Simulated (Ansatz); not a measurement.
Here is the system:

AlNi₃:
```cif
data_AlNi3
_chemical_formula_sum 'Al1 Ni3'
_space_group_name_H-M_alt 'P 1'
_space_group_IT_number 1
_cell_length_a 3.51922
_cell_length_b 3.51922
_cell_length_c 3.51922
_cell_angle_alpha 90.000
_cell_angle_beta 90.000
_cell_angle_gamma 90.000
loop_
_space_group_symop_operation_xyz
  'x, y, z'
loop_
_atom_site_label
_atom_site_type_symbol
_atom_site_fract_x
_atom_site_fract_y
_atom_site_fract_z
_atom_site_occupancy
Al1 Al 0.00000 0.00000 0.00000 1
Ni1 Ni 0.00000 0.50000 0.50000 1
Ni2 Ni 0.50000 0.00000 0.50000 1
Ni3 Ni 0.50000 0.50000 0.00000 1
```
The run is spin-polarised; directions of the spins, atom by atom: 0 0 0 0.

This is the PBEsol-relaxed structure.

All from PBEsol in the plane-wave PAW code Ansatz, unless another level is named. Give the density of states at the Fermi level.

0.87 states/eV per atom (mean over ±0.08 eV).

Give the formation energy from the elements (no fitted shifts).

-0.44 eV/atom.

Space group Pm-3m (Cu3Au type). The cell was relaxed with PBEsol under the symmetry of its start. The final state is ferromagnetic, the only order run, not a proven ground state. The references are the lowest solids computed at this level, not always the standard phases.

Potentials: the earlier of the program's two PAW sets. The files were generated under PBE; for other functionals the program regenerates the frozen cores, and for LDA and PBEsol the local potential too.
